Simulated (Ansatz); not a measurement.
Computed with DFT, LDA (PW92), plane waves (420 eV) with PAW, scalar-relativistic in Ansatz 0.2.0. The PAW files were generated under PBE, with cores re-solved for the functional.

An element in the fcc structure gives this curve. The cell is scaled uniformly from the relaxed one, with fractional coordinates and shape fixed. Energies are extrapolated to zero smearing, pressures are those at the given smearing. Magnetic state: spin not included.

```tsv
V (Å³/atom)	E − E₀ (meV/atom)	P (GPa)
68.980	12.8	0.53
72.115	4.8	0.31
75.250	0.8	0.13
78.386	0.1	-0.03
81.521	2.0	-0.15
84.657	6.2	-0.25
87.792	12.2	-0.34
```

Question: Which element is it?
A. calcium
B. sodium
C. rubidium
D. lanthanum

Answer: C. Its fit is V₀ = 77.61 Å³/atom, B₀ = 3.6 GPa, B₀′ = 3.7.
